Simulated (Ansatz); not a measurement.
An ordered 8-atom cell of Ga4AsP3 on the wurtzite lattice (P3m1) at its r2SCAN geometry, run in the PAW code Ansatz at 3 levels of theory. The cell comes from a prototype generator: it can be a known phase or a hypothetical one. No magnetic order is allowed.

The PBE+SOC input:
```yaml
crystal:
  lattice:
    - [3.8791059595, 0.0, 0.0]
    - [-1.9395529798, 3.3594043049, 0.0]
    - [0.0, 0.0, 12.8007804358]
  atoms:
    - { symbol: P, position: [0.6666666667, 0.3333333333, -0.0033836958] }
    - { symbol: P, position: [0.6666666667, 0.3333333333, 0.5030265244] }
    - { symbol: P, position: [0.3333333333, 0.6666666667, 0.7497448543] }
    - { symbol: As, position: [0.3333333333, 0.6666666667, 0.2492323969] }
    - { symbol: Ga, position: [0.6666666667, 0.3333333333, 0.8112019483] }
    - { symbol: Ga, position: [0.6666666667, 0.3333333333, 0.3182382251] }
    - { symbol: Ga, position: [0.3333333333, 0.6666666667, 0.5644023799] }
    - { symbol: Ga, position: [0.3333333333, 0.6666666667, 0.057537367] }
kpoints:
  mp_grid: { grid: [12, 12, 2] }
  band_path:
    path:
      - [0.0, 0.0, 0.0]
      - [0.5, 0.0, 0.0]
      - [0.3333333333, 0.3333333333, 0.0]
      - [0.0, 0.0, 0.5]
      - [0.5, 0.0, 0.5]
      - [0.3333333333, 0.3333333333, 0.5]
    npoints: 1
hamiltonian:
  xc: pbe
scf:
  occupations: { method: fermi_dirac, width: 0.02 }
  n_extra_bands: 12
magnetization:
  noncollinear: true
  spin_orbit: true
output:
  forces: true
  stress: true
  eigenvalues: true
  write_density: true
  write_potential: true
  elf: true
  volumetric_format: npy
```

Main results, then, where recorded, the levels near the gap in eV from the Fermi energy (columns number the bands from 0), one row a point of the path (Γ, M, K, A, L, H):
```
Crystal: 8 atoms, lattice volume = 166.813 Å³
Symmetry: 6 space group operations + 6 with time reversal
Magnetic group: BNS 156.50 (UNI 1280)
```
```
Basis set: ecut = 420 eV, 3307 PW (Γ)
Bands: 94, of which v1, the nominal top of the filled ones, is band 82 counted from 1 (81 counted from 0)
k-points: 38 of 288 (time reversal used)
Free energy (F): -22258.813925 eV
Fermi energy:    8.152388 eV
--- Forces (eV/Å), atoms counted from 1 ---
  atom   1  P       0.00000      0.00000    -0.00092
  atom   2  P       0.00000      0.00000      0.01667
  atom   3  P       0.00000      0.00000      0.00963
  atom   4  As      0.00000      0.00000    -0.03788
  atom   5  Ga      0.00000      0.00000    -0.01106
  atom   6  Ga      0.00000      0.00000      0.06565
  atom   7  Ga      0.00000      0.00000    -0.00464
  atom   8  Ga      0.00000      0.00000    -0.03749
--- Stress (GPa, compression-positive) ---
        2.531081       0.000000       0.000000
        0.000000       2.531081       0.000000
        0.000000       0.000000       2.463908
  P = ⅓ Tr σ = 2.5087 GPa (25.087 kbar)
```
```tsv
band_72	band_73	band_74	band_75	band_76	band_77	band_78	band_79	band_80	band_81	band_82	band_83	band_84	band_85	band_86	band_87
-1.325	-1.325	-1.221	-1.221	-0.916	-0.916	-0.615	-0.615	-0.473	-0.473	0.473	0.473	0.787	0.787	1.155	1.155
-2.957	-2.957	-2.914	-2.914	-2.809	-2.809	-2.665	-2.665	-1.845	-1.845	0.736	0.736	0.843	0.843	0.975	0.975
-3.845	-3.822	-3.787	-3.782	-3.544	-3.521	-2.526	-2.495	-2.373	-2.359	1.522	1.528	1.592	1.610	1.726	1.749
-1.684	-1.684	-1.105	-1.105	-1.046	-1.046	-0.737	-0.737	-0.547	-0.547	0.574	0.574	0.817	0.817	1.682	1.682
-3.188	-3.188	-2.734	-2.734	-2.606	-2.606	-2.311	-2.311	-2.029	-2.029	0.832	0.832	0.906	0.906	1.016	1.016
-3.888	-3.832	-3.264	-3.230	-3.224	-3.214	-3.186	-3.158	-3.033	-3.014	2.257	2.266	2.315	2.322	2.695	2.716
```

With PBE+SOC the gap is 0.95 eV and direct, at Γ.

Problem. Another run on the same cell gave
```
Basis set: ecut = 420 eV, 3307 PW (Γ)
Bands: 47, of which v1, the nominal top of the filled ones, is band 41 counted from 1 (40 counted from 0)
k-points: 14 of 72 (time reversal used)
hybrid outer 1: dexx = +3.952e-2 eV, tail = 1.73e-4 eV
hybrid outer 2: dexx = +5.145e-6 eV, tail = 9.04e-8 eV, Δε = 5.45e-3 eV, ΔF = 2.96e-3 eV/Å
hybrid outer 3: dexx = +2.670e-9 eV, tail = 2.15e-9 eV, Δε = 9.17e-5 eV, ΔF = 2.02e-4 eV/Å
Free energy (F): -22263.277653 eV
Fermi energy:    7.200156 eV
--- Forces (eV/Å), atoms counted from 1 ---
  atom   1  P       0.00000      0.00000      0.00133
  atom   2  P       0.00000      0.00000      0.01747
  atom   3  P       0.00000      0.00000      0.01038
  atom   4  As      0.00000      0.00000    -0.00706
  atom   5  Ga      0.00000      0.00000    -0.01063
  atom   6  Ga      0.00000      0.00000      0.00604
  atom   7  Ga      0.00000      0.00000    -0.00808
  atom   8  Ga      0.00000      0.00000    -0.00948
--- Stress (GPa, compression-positive) ---
        0.751335       0.000000       0.000000
        0.000000       0.751335       0.000000
        0.000000       0.000000       0.478355
  P = ⅓ Tr σ = 0.6603 GPa (6.603 kbar)
```
```tsv
band_36	band_37	band_38	band_39	band_40	band_41	band_42	band_43
-0.779	-0.779	-0.362	0.000	0.000	1.799	2.269	2.543
-2.592	-2.573	-2.418	-2.306	-1.411	1.957	2.106	2.224
-3.565	-3.497	-3.257	-2.128	-1.962	2.693	2.935	3.073
-1.282	-0.567	-0.567	-0.092	-0.092	1.909	2.168	3.156
-2.872	-2.357	-2.199	-1.919	-1.610	2.067	2.168	2.290
-3.594	-2.911	-2.890	-2.836	-2.650	3.482	3.532	4.132
```
Which level of theory and mesh gave it?

Solution. It is HSE06, judged by the exchange loop and the size of the gap (a near hybrid could fit too), on 6×6×2; the blocks that differ from the first input, but for the band path:
```yaml
kpoints:
  mp_grid: { grid: [6, 6, 2] }
hamiltonian:
  xc: hse06
scf:
  occupations: { method: fixed }
  n_extra_bands: 6
```
(magnetization left out)
HSE06 gives a direct gap of 1.80 eV at Γ. The mean pressure at these positions is +0.7 GPa, compression counted positive. (The program warns that its thresholds are loose for a hybrid's stress.)

Problem. In the first input these blocks are replaced (the band path and keys that only write files left aside):
```yaml
kpoints:
  mp_grid: { grid: [6, 6, 2] }
hamiltonian:
  xc: pbe0
scf:
  occupations: { method: fixed }
  n_extra_bands: 6
```
(magnetization left out)
What comes out?

Solution.
```
Basis set: ecut = 420 eV, 3307 PW (Γ)
Bands: 47, of which v1, the nominal top of the filled ones, is band 41 counted from 1 (40 counted from 0)
k-points: 14 of 72 (time reversal used)
hybrid outer 1: dexx = +5.473e-2 eV, tail = 1.97e-4 eV
hybrid outer 2: dexx = +9.758e-6 eV, tail = 1.37e-7 eV, Δε = 4.82e-3 eV, ΔF = 5.22e-3 eV/Å
hybrid outer 3: dexx = +3.795e-9 eV, tail = 3.49e-9 eV, Δε = 8.31e-5 eV, ΔF = 1.82e-4 eV/Å
Free energy (F): -22263.926554 eV
Fermi energy:    6.866273 eV
--- Forces (eV/Å), atoms counted from 1 ---
  atom   1  P       0.00000      0.00000    -0.00080
  atom   2  P       0.00000      0.00000      0.01636
  atom   3  P       0.00000      0.00000      0.00894
  atom   4  As      0.00000      0.00000    -0.00529
  atom   5  Ga      0.00000      0.00000    -0.00903
  atom   6  Ga      0.00000      0.00000      0.00530
  atom   7  Ga      0.00000      0.00000    -0.00657
  atom   8  Ga      0.00000      0.00000    -0.00895
--- Stress (GPa, compression-positive) ---
        0.522426       0.000000       0.000000
        0.000000       0.522426       0.000000
        0.000000       0.000000       0.257243
  P = ⅓ Tr σ = 0.4340 GPa (4.340 kbar)
```
```tsv
band_36	band_37	band_38	band_39	band_40	band_41	band_42	band_43
-0.793	-0.793	-0.357	0.000	0.000	2.447	2.896	3.196
-2.628	-2.613	-2.450	-2.343	-1.434	2.617	2.758	2.876
-3.631	-3.562	-3.321	-2.157	-1.986	3.349	3.603	3.742
-1.300	-0.578	-0.578	-0.094	-0.094	2.558	2.817	3.807
-2.915	-2.394	-2.231	-1.950	-1.635	2.728	2.824	2.945
-3.665	-2.960	-2.938	-2.884	-2.691	4.152	4.200	4.821
```
The PBE0 gap is direct at Γ: 2.45 eV. The mean pressure at these positions is +0.4 GPa, compression counted positive. The stress of a hybrid is loosely converged here.

The hybrids run on coarser meshes, which limits their stresses and small splittings of levels.

Totals of different functionals, or with and without spin-orbit coupling, can't be compared.

Only the levels marked +SOC include spin-orbit coupling.
